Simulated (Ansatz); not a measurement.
VBiO$_{4}$:
Space group I4₁/a, origin choice 1 (No. 88); a = 5.1662 Å, b = 5.1662 Å, c = 11.7792 Å, α = 90.00°, β = 90.00°, γ = 90.00°

| atom | site | symmetry | x | y | z |
|---|---|---|---|---|---|
| Bi | 4a | -4.. | 0.0000 | 0.0000 | 0.0000 |
| V | 4b | -4.. | 0.0000 | 0.0000 | 0.5000 |
| O | 16f | 1 | 0.2509 | 0.1384 | 0.1719 |
(The calculation used a cell of 12 atoms; values per cell refer to that cell.)

Relaxed with PBE.

Question: Tabulate the valence density and the electron localisation function along the shortest V–O contact (1.74 Å), DFT-PBE in the program Ansatz with PAW potentials.

Answer: 

| distance from V (Å) | density (e/Å³) | ELF |
|---|---|---|
| 0.17 | 14.71 | 0.70 |
| 0.26 | 12.61 | 0.73 |
| 0.35 | 10.09 | 0.74 |
| 0.43 | 7.51 | 0.72 |
| 0.52 | 5.22 | 0.65 |
| 0.61 | 3.43 | 0.51 |
| 0.69 | 2.21 | 0.36 |
| 0.78 | 1.53 | 0.26 |
| 0.87 | 1.28 | 0.29 |
| 0.95 | 1.34 | 0.44 |
| 1.04 | 1.64 | 0.65 |
| 1.13 | 2.19 | 0.76 |
| 1.22 | 3.02 | 0.78 |
| 1.30 | 4.10 | 0.74 |
| 1.39 | 5.24 | 0.65 |
| 1.48 | 6.27 | 0.52 |
| 1.56 | 7.05 | 0.37 |

The density is the valence pseudo-density with augmentation charge, so density and ELF within about 1 Å of a nucleus are not all-electron values.

Space group I4_1/a. Symmetry was held in the PBE relaxation. The workflow began spin-polarised and lost its moments. No Hubbard U is applied. Scalar-relativistic: spin–orbit coupling is off unless named, which matters more the heavier the elements.

Potentials: the later of the program's two PAW sets.
